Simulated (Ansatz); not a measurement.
# Profile along the Br–K line in KBr (rock salt)

KBr (rock salt)

```cif
data_BrK
_chemical_formula_sum 'Br1 K1'
_space_group_name_H-M_alt 'P 1'
_space_group_IT_number 1
_cell_length_a 4.63126
_cell_length_b 4.63126
_cell_length_c 4.63126
_cell_angle_alpha 60.000
_cell_angle_beta 60.000
_cell_angle_gamma 60.000
loop_
_space_group_symop_operation_xyz
  'x, y, z'
loop_
_atom_site_label
_atom_site_type_symbol
_atom_site_fract_x
_atom_site_fract_y
_atom_site_fract_z
_atom_site_occupancy
Br1 Br 0.00000 0.00000 0.00000 1
K1 K 0.50000 0.50000 0.50000 1
```

Fields along a shortest Br–K line of a {100} plane (3.27 Å), from Br to K, interpolated on the slice's grid (step about 0.2 Å). Level of theory: PBEsol (plane waves to 420 eV, PAW, scalar-relativistic; Ansatz, an electronic-structure program). k mesh 9×9×9. Near the nuclei the fields are pseudised (PAW); where an atom keeps semicore shells as valence, they peak there. KBr was relaxed with its symmetry unable to fall.

```json
[
 {"distance from Br (Å)": "0.00", "valence electron density (e/Å³)": "0.06", "electron localisation function": "x"},
 {"distance from Br (Å)": "0.33", "valence electron density (e/Å³)": "0.59", "electron localisation function": "x"},
 {"distance from Br (Å)": "0.65", "valence electron density (e/Å³)": "1.18", "electron localisation function": "0.76"},
 {"distance from Br (Å)": "0.98", "valence electron density (e/Å³)": "0.64", "electron localisation function": "0.88"},
 {"distance from Br (Å)": "1.31", "valence electron density (e/Å³)": "0.23", "electron localisation function": "0.74"},
 {"distance from Br (Å)": "1.64", "valence electron density (e/Å³)": "0.09", "electron localisation function": "0.13"},
 {"distance from Br (Å)": "1.96", "valence electron density (e/Å³)": "0.11", "electron localisation function": "0.07"},
 {"distance from Br (Å)": "2.29", "valence electron density (e/Å³)": "0.47", "electron localisation function": "0.71"},
 {"distance from Br (Å)": "2.62", "valence electron density (e/Å³)": "2.06", "electron localisation function": "0.88"},
 {"distance from Br (Å)": "2.94", "valence electron density (e/Å³)": "4.06", "electron localisation function": "x"},
 {"distance from Br (Å)": "3.27", "valence electron density (e/Å³)": "4.13", "electron localisation function": "x"}
]
```

x: too close to a nucleus for the ELF to mean much.

Density on the Br–K line (3.27 Å) at its density minimum, 1.8 Å from Br: 0.08 e/Å³. ELF at that point: 0.0. Character of the Br–K contact (rough rule: ELF there above 0.7 covalent, below 0.2 ionic, polar between): closed-shell (ionic).
